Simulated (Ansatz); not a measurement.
Geometry optimisation in Ansatz: input, command and trajectory.

```yaml
crystal:
  lattice:
    - [3.2436304659, -3.3463376235, 0.0]
    - [3.2436304659, 3.3463376235, 0.0]
    - [0.0, 0.0, 6.7843212731]
  atoms:
    - { symbol: Si, position: [0.8333333333, 0.1666666667, 0.25] }
    - { symbol: Si, position: [0.1666666667, 0.8333333333, 0.25] }
    - { symbol: Si, position: [0.8333333333, 0.1666666667, 0.75] }
    - { symbol: Si, position: [0.1666666667, 0.8333333333, 0.75] }
    - { symbol: Sb, position: [0.0, 0.5, 0.0] }
    - { symbol: Sb, position: [0.5, 0.0, 0.5] }
basis:
  ecutwfc: 420
kpoints:
  mp_grid: { grid: [4, 4, 4] }
hamiltonian:
  xc: pbe
scf:
  occupations: { method: gaussian, width: 0.1 }
  lower_state_search: "off"
output:
  forces: true
  stress: true
  eigenvalues: true
relax:
  adjacent_minimum: "off"
  f_tol: 0.04
  max_steps: 70
  cell: { stress_tol: 0.4 }
```

```bash
ansatz run input.yaml --threads 1 --pin off --max-ram 2560MiB --backend cpu --events-out ev --progress --plain --runs-dir out
```

Theory: Ansatz, DFT PBE, scalar-relativistic, plane waves, PAW.

Of 18 frames 10 are shown, positions in Å and forces in eV/Å; the SCF threshold varies from step to step. Steps run on the plane waves of an earlier cell, with a Pulay correction in the pressure. The basis is chosen afresh for the last frame, the zero of the energies, and at times for earlier ones too; energy and pressure step there, also at an unchanged geometry. Here that happened at step 15 (-72 meV/atom, 2.9 GPa); the frames before carry an error of that size.

```xyz
6
Lattice="3.2436 -3.3463 0.0000 3.2436 3.3463 0.0000 0.0000 0.0000 6.7843" Properties=species:S:1:pos:R:3:forces:R:3 pbc="T T T" step=1 free_energy_over_end_meV_per_atom=703.04 pressure_GPa=16.90
Si    3.2436   -2.2309    1.6961    0.0000    0.0837    0.0000
Si    3.2436    2.2309    1.6961    0.0000   -0.0837    0.0000
Si    3.2436   -2.2309    5.0882    0.0000    0.0837    0.0000
Si    3.2436    2.2309    5.0882    0.0000   -0.0837    0.0000
Sb    1.6218    1.6732    0.0000    0.0000    0.0000    0.0000
Sb    1.6218   -1.6732    3.3922    0.0000    0.0000    0.0000
6
Lattice="3.5619 -3.4554 0.0000 3.5619 3.4554 0.0000 0.0000 0.0000 7.2710" Properties=species:S:1:pos:R:3:forces:R:3 pbc="T T T" step=3 free_energy_over_end_meV_per_atom=392.33 pressure_GPa=2.34
Si    3.5619   -2.3024    1.8178    0.0000   -0.0431    0.0000
Si    3.5619    2.3024    1.8178    0.0000    0.0431    0.0000
Si    3.5619   -2.3024    5.4533    0.0000   -0.0431    0.0000
Si    3.5619    2.3024    5.4533    0.0000    0.0431    0.0000
Sb    1.7809    1.7277    0.0000    0.0000    0.0000    0.0000
Sb    1.7809   -1.7277    3.6355    0.0000    0.0000    0.0000
6
Lattice="3.8778 -3.4079 0.0000 3.8778 3.4079 0.0000 0.0000 0.0000 7.1229" Properties=species:S:1:pos:R:3:forces:R:3 pbc="T T T" step=5 free_energy_over_end_meV_per_atom=353.49 pressure_GPa=-1.02
Si    3.8778   -2.2505    1.7807    0.0000   -0.0484    0.0000
Si    3.8778    2.2505    1.7807    0.0000    0.0484    0.0000
Si    3.8778   -2.2505    5.3422    0.0000   -0.0484    0.0000
Si    3.8778    2.2505    5.3422    0.0000    0.0484    0.0000
Sb    1.9389    1.7039    0.0000    0.0000    0.0000    0.0000
Sb    1.9389   -1.7039    3.5615    0.0000    0.0000    0.0000
6
Lattice="4.1361 -3.4665 0.0000 4.1361 3.4665 0.0000 0.0000 0.0000 6.4947" Properties=species:S:1:pos:R:3:forces:R:3 pbc="T T T" step=7 free_energy_over_end_meV_per_atom=288.09 pressure_GPa=-2.43
Si    4.1361   -2.3106    1.6237    0.0000    0.0550    0.0000
Si    4.1361    2.3106    1.6237    0.0000   -0.0550    0.0000
Si    4.1361   -2.3106    4.8710    0.0000    0.0550    0.0000
Si    4.1361    2.3106    4.8710    0.0000   -0.0550    0.0000
Sb    2.0680    1.7333    0.0000    0.0000    0.0000    0.0000
Sb    2.0680   -1.7333    3.2473    0.0000    0.0000    0.0000
6
Lattice="4.1786 -3.5817 0.0000 4.1786 3.5817 0.0000 0.0000 0.0000 5.8347" Properties=species:S:1:pos:R:3:forces:R:3 pbc="T T T" step=9 free_energy_over_end_meV_per_atom=211.33 pressure_GPa=-0.24
Si    4.1786   -2.4272    1.4587    0.0000    0.0248    0.0000
Si    4.1786    2.4272    1.4587    0.0000   -0.0248    0.0000
Si    4.1786   -2.4272    4.3761    0.0000    0.0248    0.0000
Si    4.1786    2.4272    4.3761    0.0000   -0.0248    0.0000
Sb    2.0893    1.7908    0.0000    0.0000    0.0000    0.0000
Sb    2.0893   -1.7908    2.9174    0.0000    0.0000    0.0000
6
Lattice="4.2551 -3.6341 0.0000 4.2551 3.6341 0.0000 0.0000 0.0000 5.5041" Properties=species:S:1:pos:R:3:forces:R:3 pbc="T T T" step=10 free_energy_over_end_meV_per_atom=172.96 pressure_GPa=0.13
Si    4.2551   -2.4746    1.3760    0.0000    0.3179    0.0000
Si    4.2551    2.4746    1.3760    0.0000   -0.3179    0.0000
Si    4.2551   -2.4746    4.1281    0.0000    0.3179    0.0000
Si    4.2551    2.4746    4.1281    0.0000   -0.3179    0.0000
Sb    2.1275    1.8171    0.0000    0.0000    0.0000    0.0000
Sb    2.1275   -1.8171    2.7520    0.0000    0.0000    0.0000
6
Lattice="4.3536 -3.8676 0.0000 4.3536 3.8676 0.0000 0.0000 0.0000 4.8975" Properties=species:S:1:pos:R:3:forces:R:3 pbc="T T T" step=12 free_energy_over_end_meV_per_atom=113.80 pressure_GPa=0.92
Si    4.3536   -2.6748    1.2244    0.0000    0.0028    0.0000
Si    4.3536    2.6748    1.2244    0.0000   -0.0028    0.0000
Si    4.3536   -2.6748    3.6731    0.0000    0.0028    0.0000
Si    4.3536    2.6748    3.6731    0.0000   -0.0028    0.0000
Sb    2.1768    1.9338    0.0000    0.0000    0.0000    0.0000
Sb    2.1768   -1.9338    2.4487    0.0000    0.0000    0.0000
6
Lattice="4.2425 -4.0621 0.0000 4.2425 4.0621 0.0000 0.0000 0.0000 5.0357" Properties=species:S:1:pos:R:3:forces:R:3 pbc="T T T" step=14 free_energy_over_end_meV_per_atom=103.69 pressure_GPa=0.08
Si    4.2425   -2.8672    1.2589    0.0000   -0.0181    0.0000
Si    4.2425    2.8672    1.2589    0.0000    0.0181    0.0000
Si    4.2425   -2.8672    3.7768    0.0000   -0.0181    0.0000
Si    4.2425    2.8672    3.7768    0.0000    0.0181    0.0000
Sb    2.1212    2.0311    0.0000    0.0000    0.0000    0.0000
Sb    2.1212   -2.0311    2.5178    0.0000    0.0000    0.0000
6
Lattice="4.3540 -4.1505 0.0000 4.3540 4.1505 0.0000 0.0000 0.0000 4.9833" Properties=species:S:1:pos:R:3:forces:R:3 pbc="T T T" step=16 free_energy_over_end_meV_per_atom=5.66 pressure_GPa=1.07
Si    4.3540   -2.9377    1.2458    0.0000   -0.0771    0.0000
Si    4.3540    2.9377    1.2458    0.0000    0.0771    0.0000
Si    4.3540   -2.9377    3.7375    0.0000   -0.0771    0.0000
Si    4.3540    2.9377    3.7375    0.0000    0.0771    0.0000
Sb    2.1770    2.0753    0.0000    0.0000    0.0000    0.0000
Sb    2.1770   -2.0753    2.4917    0.0000    0.0000    0.0000
6
Lattice="4.4503 -4.1904 0.0000 4.4503 4.1904 0.0000 0.0000 0.0000 4.9552" Properties=species:S:1:pos:R:3:forces:R:3 pbc="T T T" step=18 free_energy_over_end_meV_per_atom=0.00 pressure_GPa=-0.16
Si    4.4503   -2.9749    1.2388    0.0000   -0.0056    0.0000
Si    4.4503    2.9749    1.2388    0.0000    0.0056    0.0000
Si    4.4503   -2.9749    3.7164    0.0000   -0.0056    0.0000
Si    4.4503    2.9749    3.7164    0.0000    0.0056    0.0000
Sb    2.2251    2.0952    0.0000    0.0000    0.0000    0.0000
Sb    2.2251   -2.0952    2.4776    0.0000    0.0000    0.0000
```

The start is a random arrangement. At the end the space group is Cccm (tolerance 0.05 Å).

Time: 110 s on 1 thread of Arm Neoverse V2, with other jobs on the host, peak memory 0.45 GiB.

The k mesh is coarse.